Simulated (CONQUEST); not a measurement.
CONQUEST run on BaTiO₃ (P4/mmm, 5 atoms in the cell; from Materials Project mp-2998, changed as shown): self-consistent single point.

Computed with LDA (PW92), numerical atomic orbitals double-zeta with polarisation (the shipped basis), PseudoDojo norm-conserving potentials made for LDA (CONQUEST 1.3).

The change in words: lattice vector b scaled by 0.98. Reference geometry (Pm-3m):
```
BaTiO3
1.0
    4.06699     0.00000     0.00000
    0.00000     4.06699     0.00000
    0.00000     0.00000     4.06699
Ba Ti O
1 1 3
Direct
  0.50000   0.50000   0.50000
  0.00000   0.00000   0.00000
  0.50000   0.00000   0.00000
  0.00000   0.50000   0.00000
  0.00000   0.00000   0.50000
```

Reference input (self-consistent single point, DFT, LDA (PW92), numerical atomic orbitals double-zeta with polarisation (the shipped basis), PseudoDojo norm-conserving potentials made for LDA): basis = DZP; Diag.MPMeshX, Y, Z = 6 6 6; potentials = PseudoDojo norm-conserving LDA; Grid.GridCutoff = 140 Ha; DM.SolutionMethod = diagon; Diag.kT = 0.000735 Ha; Diag.GammaCentred = true; minE.SCTolerance = 1.0e-06; SC.MaxIters = 100; SC.LinearMixingFactor = 0.5; AtomMove.TypeOfRun = static. This run's input differs from it in these lines:

```diff
@@ -32,3 +32,3 @@
      7.685504810      0.000000000      0.000000000
-     0.000000000      7.685504810      0.000000000
+     0.000000000      7.531794488      0.000000000
      0.000000000      0.000000000      7.685504810
```

Output (repeated stretches shortened):

```
    new_SC_potl: Starting.  Tolerance:  0.10000E-05

    PulayMixSC: Starting Pulay mixing, A_up =  0.500 A_dn =  0.500
    PulayMixSC: Spin non-polarised calculation.
          Harris-Foulkes Energy            :      -137.552626689878593 Ha
          (TS=0 as O(N) or entropic contribution is negligible)
          DFT Total Energy                 :      -136.868290652018345 Ha
          Total number of electrons        :        40.000000000000128
    PulayMixSC: Pulay iteration     1 residual:              0.91409E-02
          Harris-Foulkes Energy            :      -137.661245932178105 Ha
   [... lines left out ...]
          (TS=0 as O(N) or entropic contribution is negligible)
          DFT Total Energy                 :      -137.355070860105741 Ha
          Total number of electrons        :        40.000009197232380
    PulayMixSC: Pulay iteration     9 residual:              0.88663E-05
          Harris-Foulkes Energy            :      -137.355071370722641 Ha
          (TS=0 as O(N) or entropic contribution is negligible)
          DFT Total Energy                 :      -137.355071367516018 Ha
          Total number of electrons        :        40.000009170390364
    PulayMixSC: Pulay iteration    10 residual:              0.84002E-06
    PulayMixSC: Reached SCF tolerance of  0.84002E-06 after     10 iterations
      | Number of electrons      =        40.000009
      |* band energy as 2Tr[K.H] =       -35.034524656414625 Ha
      |  screened ion-ion energy =      -103.340979377795676 Ha
      |  Ha correction           =        -0.192487933761390 Ha
      |  XC correction           =         1.212935997693088 Ha
      |* Harris-Foulkes energy   =      -137.355071370722641 Ha
      |* DFT total energy        =      -137.355071367516018 Ha
      |  estimated accuracy      =        -0.000000003206623 Ha

    force: Forces on atoms (Ha/a0)
    force:  Atom   X              Y              Z
    force:     1   0.0000000000  -0.0000000000   0.0000000000
   [... zero for the other atoms too ...]

    force: Maximum force :        0.00000000(Ha/a0) on atom         1 in z direction
    force: Force Residual:        0.00000000 Ha/a0
    force: Total stress:         12.76311095     0.00000000     0.00000000 GPa
                             0.00000000     8.34086727     0.00000000
                             0.00000000     0.00000000    12.76311095
    force: Average pressure:    -11.28902972 GPa

    force: Finished force
    get_E_and_F: Change in energy during last step of electronic optimisation:  0.12492E-06
```

The run converged in 10 iterations. CONQUEST prints the stress tensor with tension positive. Against the reference run the free energy drops by 19.7 meV/atom, the pressure goes from -14.49 to -11.29 GPa and the gap on the mesh hardly changes (1.503 to 1.501 eV).

The program uses no crystal symmetry, so grid and mesh can part values that symmetry would make equal. The atom-centred basis is finite, which shifts total energies, pressures and gaps against plane waves. The structure comes from a collection of computed structures, made at another level of theory; the collection holds predicted forms beside known ones. Its lattice was then scaled.

Cost on one core: very roughly 6 core-minutes.
